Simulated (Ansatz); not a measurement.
Relaxation of a relaxed TaAs cell shaken by Gaussian noise of σ = 0.08 Å a coordinate; 8 atoms in the cell, which starts as P1 (No. 1), aP8; a = 3.4914 Å, b = 6.2697 Å, c = 6.5608 Å, α = 90.00°, β = 90.00°, γ = 90.00°. Computed with PBE (plane waves to 420 eV, PAW, scalar-relativistic; Ansatz, a program for electronic structure). Γ-centred k-mesh 4×7×4 on the run's cell (coarser than for final values), Fermi–Dirac smearing 0.05 eV. This is the first round of the run. 

The optimiser's lines from the output (shortened; P is positive under compression):

```
relax step   1: F+E_penalty+E_count = -59156.13256686 eV  Δ(F+E_penalty+E_count) = +0.000e0 eV  max|allowed force component| = 2.550e0 eV/Å  Δτ_max = 0.0000 Å  P = +4.238 GPa  Ω = 143.617 Å³  (7 SCF iters, dr2 threshold 1.00e-7 eV, accepted)
relax step   2: F+E_penalty+E_count = -59157.42225848 eV  Δ(F+E_penalty+E_count) = -1.290e0 eV  max|allowed force component| = 5.200e-1 eV/Å  Δτ_max = 0.1949 Å  P = +0.083 GPa  Ω = 143.257 Å³  (8 SCF iters, dr2 threshold 8.00e-7 eV, accepted)
relax step   3: F+E_penalty+E_count = -59157.47523320 eV  Δ(F+E_penalty+E_count) = -5.297e-2 eV  max|allowed force component| = 1.977e-1 eV/Å  Δτ_max = 0.1070 Å  P = +0.156 GPa  Ω = 144.037 Å³  (7 SCF iters, dr2 threshold 8.00e-7 eV, accepted)
relax step   4: F+E_penalty+E_count = -59157.50769135 eV  Δ(F+E_penalty+E_count) = -3.246e-2 eV  max|allowed force component| = 7.396e-2 eV/Å  Δτ_max = 0.0380 Å  P = -0.403 GPa  Ω = 144.146 Å³  (7 SCF iters, dr2 threshold 8.00e-7 eV, accepted)
relax step   5: F+E_penalty+E_count = -59157.51200923 eV  Δ(F+E_penalty+E_count) = -4.318e-3 eV  max|allowed force component| = 7.646e-3 eV/Å  Δτ_max = 0.0128 Å  P = -0.005 GPa  Ω = 143.750 Å³  (6 SCF iters, dr2 threshold 8.00e-7 eV, accepted)
relax step   6: F+E_penalty+E_count = -59157.51206111 eV  Δ(F+E_penalty+E_count) = -5.188e-5 eV  max|allowed force component| = 1.361e-3 eV/Å  Δτ_max = 0.0010 Å  P = -0.004 GPa  Ω = 143.750 Å³  (6 SCF iters, dr2 threshold 1.73e-8 eV, accepted)
relax step   7: F+E_penalty+E_count = -59157.51211432 eV  Δ(F+E_penalty+E_count) = -5.321e-5 eV  max|allowed force component| = 1.356e-3 eV/Å  Δτ_max = 0.0000 Å  P = -0.004 GPa  Ω = 143.750 Å³  stress off target by 1.10e-2 GPa  SCF on the basis re-selected at this cell (its energy is not comparable with the rows above)  (9 SCF iters)
```

From the first to the last row the energy changes by -0.17 eV/atom and the volume by +0.1 %. The last row is marked as not comparable with the walk above it, whose basis was carried along; it does compare with step 1, since both stand on a basis selected at the nominal cutoff for their own cell.

Later rounds, restarted from the end of this one on a renewed k-mesh, logged 5 more steps and released under 0.01 eV/atom more. The final structure after all rounds: Pnma (No. 62), oP8, AFLOW prototype AB_oP8_62_c_c (B31, as in MnP); a = 6.2697 Å, b = 3.4914 Å, c = 6.5608 Å, α = β = γ = 90.00°. Between re-selections the logged energies stand on a plane-wave basis carried along with the cell. No spin polarisation in the result.

The relaxed structure here is a generated cell of TaAs: the first start was made by placing the elements on the sites of a structure type, and the end was not matched to a known phase here, so it may be hypothetical. Known forms of TaAs include space group No. 109.
